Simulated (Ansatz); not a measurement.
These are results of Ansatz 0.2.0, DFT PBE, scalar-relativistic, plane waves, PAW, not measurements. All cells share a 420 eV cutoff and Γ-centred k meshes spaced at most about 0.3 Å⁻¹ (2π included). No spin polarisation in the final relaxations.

Temperature and zero-point effects are left out.

Two forms of Al₃BAs₄ were relaxed alike.

1.

```yaml
crystal:
  lattice:
    - [-2.75746, 2.75746, 5.47058]
    - [2.75746, -2.75746, 5.47058]
    - [2.75746, 2.75746, -5.47058]
  atoms:
    - { symbol: Al, position: [0.00000, 0.00000, 0.00000] }
    - { symbol: Al, position: [0.25000, 0.75000, 0.50000] }
    - { symbol: Al, position: [0.75000, 0.25000, 0.50000] }
    - { symbol: B, position: [0.50000, 0.50000, 0.00000] }
    - { symbol: As, position: [0.60575, 0.60575, 0.44116] }
    - { symbol: As, position: [0.16459, 0.16459, 0.55884] }
    - { symbol: As, position: [0.83541, 0.39425, 0.00000] }
    - { symbol: As, position: [0.39425, 0.83541, 0.00000] }
```

2.

```yaml
crystal:
  lattice:
    - [3.85996, 0.00000, 0.00000]
    - [0.00000, 7.79693, 0.00000]
    - [0.00000, 0.00000, 5.55557]
  atoms:
    - { symbol: Al, position: [0.00000, 0.00000, 0.99615] }
    - { symbol: Al, position: [0.50000, 0.73156, 0.50150] }
    - { symbol: Al, position: [0.50000, 0.26844, 0.50150] }
    - { symbol: B, position: [0.00000, 0.50000, 0.01076] }
    - { symbol: As, position: [0.00000, 0.27735, 0.22938] }
    - { symbol: As, position: [0.00000, 0.72265, 0.22938] }
    - { symbol: As, position: [0.50000, 0.00000, 0.72760] }
    - { symbol: As, position: [0.50000, 0.50000, 0.80373] }
```

**Question.** Which would you expect to be lower, and how large is the difference?

**Answer.** Cell 1 is lower, by 27 meV/atom. Cell 1 has Al and B ordered on zinc blende sites, space group I-42m (No. 121), 20.8 Å³/atom and a gap of 1.08 eV on its mesh; cell 2 has Al and B ordered on zinc blende sites, space group Pmm2 (No. 25), 20.9 Å³/atom and a gap of 0.87 eV. Counting As atoms around Al and B (those within 1.25 times the shortest such distance or 1.15 times the sum of covalent radii), cell 1 and cell 2 both have Al 4, B 4. Both come from invented guesses.

Kohn–Sham gaps at this level usually fall short of measured ones. Cells relaxed within their symmetry can be saddle points.
